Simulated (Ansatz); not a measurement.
According to PBE (plane waves, PAW; program Ansatz), CoPtAu in the trigonal phase (P3m1; Co on 1a, Pt on 1b, Au on 1c) relaxes to a = 2.789 Å, c = 6.736 Å. Co has 12 nearest neighbours from 2.60 Å (cuboctahedral); Au has 12 nearest neighbours from 2.72 Å (cuboctahedral). Its formation energy from the elements is 0.088 eV/atom, with no fitted shifts.

Electronic character: metallic (no gap). The magnetic state found is ferromagnetic. The net moment is 0.73 μB per atom.

The start of the workflow was typed in or built on a structure type; neither database checked (COD, Materials Project) lists it. Whether it is the stable phase at ambient conditions was not checked. Symmetry was held in the PBE relaxation; whether a distortion lowers the energy is not shown. Spin order of the final state: ferromagnetic, the only order run, not a proven ground state. Axis ratios of metals converge slowly with the k-mesh, so a and c are less sure than the volume. The references are the lowest solids computed at this level, not always the standard phases. Scalar-relativistic: spin–orbit coupling is off unless named, which matters more the heavier the elements.

Potentials: the earlier of the program's two PAW sets.
